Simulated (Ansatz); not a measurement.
All-electron card of BiAs

```xyz
2
Lattice="0.0000 3.0165 3.0165 3.0165 0.0000 3.0165 3.0165 3.0165 0.0000" Properties=species:S:1:pos:R:3 pbc="T T T"
As    0.0000    0.0000    0.0000
Bi    3.0165    3.0165    3.0165
```

Atoms are numbered in the order listed.

The conventional cell has a = 6.033 Å, b = 6.033 Å, c = 6.033 Å, α = 90.00°, β = 90.00°, γ = 90.00°. As (atom 1) is surrounded by 6 Bi at 3.02 Å. Bi (atom 2) is surrounded by 6 As at 3.02 Å.

The structure comes from a relaxation in the same program, started in the rocksalt type, and has space group Fm-3m. Whether it is a known phase or the ground state wasn't checked.

Spin–orbit coupling is left out, though it moves levels of the heavy atoms by tenths of an eV or more.

Methods: DFT, PBE, all-electron LAPW, scalar-relativistic (Ansatz 0.2.0); DFT, PBE, PAW with Ansatz's default frozen-core files, scalar-relativistic (Ansatz 0.2.0).

For LAPW: a Γ-centred 11×11×11 k mesh, Fermi–Dirac smearing of 0.03 eV, basis error target 0.25 meV/atom, no spin polarisation. PAW takes a cutoff of 420 eV at this cell. The Ansatz runs share mesh, smearing and spin set-up. Values come from LAPW unless marked.

```json
{"Band gap": "none at this level of theory (metallic, semimetallic, or a small gap that the functional closes)", "Density of states at the Fermi level (0.2 eV bin)": "0.00 states/eV per cell", "Löwdin charges (with 0.06 e of the cell spilling out of the atomic basis, so their sizes and signs hang on that basis)": "As1 -0.39, Bi2 0.44 e", "Bader charges (from the PAW run)": "As1 -0.63, Bi2 +0.63 e", "Volume per atom": "27.45 Å³", "Pressure at this cell": "0.02 GPa"}
```
